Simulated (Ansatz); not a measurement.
# Formation energy of rocksalt-structured ZrB

The computed numbers are results of r²SCAN, scalar-relativistic (no spin polarisation) in the plane-wave PAW code Ansatz at 500 eV, Γ-centred 12×12×12 mesh, 0.05 eV Gaussian smearing; PAW files: Ansatz's generated set soft_2.

The compound is reported in the structure type of the start.

The structure is cubic, space group Fm-3m (No. 225). Conventional cell: a = 4.911 Å, b = 4.911 Å, c = 4.911 Å, α = 90.00°, β = 90.00°, γ = 90.00°. Zr (site symmetry m-3m) is surrounded by 6 B at 2.46 Å. B (site symmetry m-3m) is surrounded by 6 Zr at 2.46 Å. (Shells end 15 % past the nearest neighbour.)

The elements were computed in their standard states with the same datasets, cutoff and functional. Absolute energies hang on the potentials; compare differences alone.

Energy of the relaxed cell (2 atoms, smearing extrapolated to zero): -4352.468 eV. Elements, in eV/atom: Zr -4195.023, B -156.554.

Problem. What is the formation energy?

Solution. [-4352.468 − (1 × -4195.023 + 1 × -156.554)] / 2 = -0.45 eV/atom, or -43 kJ per mole of atoms.

The value is for 0 K, without zero-point energy. A negative value shows stability against the elements alone, not against other compounds or structures.

With 15 valence electrons in the calculation's cell and no magnetic order, the bands, two electrons each, can't all be full or empty: band theory demands a metal. (Only strong correlation, outside this picture, could make a Mott insulator of it.)

Spin polarisation wasn't tried.
